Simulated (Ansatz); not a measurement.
Here is the system:

GaPd3N:
```xyz
5
Lattice="4.0851 0.0000 0.0000 0.0000 4.0851 0.0000 0.0000 0.0000 4.0851" Properties=species:S:1:pos:R:3 pbc="T T T"
Ga     0.0000     0.0000     0.0000
Pd     0.0000     2.0425     2.0425
Pd     2.0425     0.0000     2.0425
Pd     2.0425     2.0425     0.0000
N      2.0425     2.0425     2.0425
```

This is the PBEsol-relaxed structure.

All from PBEsol in the plane-wave PAW code Ansatz, unless another level is named. Give the highest zone-centre frequency.

519 cm⁻¹.

And the Debye temperature from the elastic constants?

260 K.

Space group Pm-3m (anti-perovskite). The start of the workflow was typed in or built on a structure type; neither database checked (COD, Materials Project) lists it. Its standing as an ambient phase is unchecked. Symmetry was held in the PBEsol relaxation. At this level the phase is dynamically unstable (imaginary phonons). No spin polarisation was allowed. As this level gives no gap, shear constants depend on the k-mesh and smearing (Fermi–Dirac, 0.1 eV here). As this level gives no gap, phonon frequencies hold no LO–TO term and depend on the k-mesh and smearing (Fermi–Dirac, 0.1 eV here). Scalar-relativistic: spin–orbit coupling is off unless named, which matters more the heavier the elements.

Potentials: the earlier of the program's two PAW sets. The files were generated under PBE; for other functionals the program regenerates the frozen cores, and for LDA and PBEsol the local potential too.
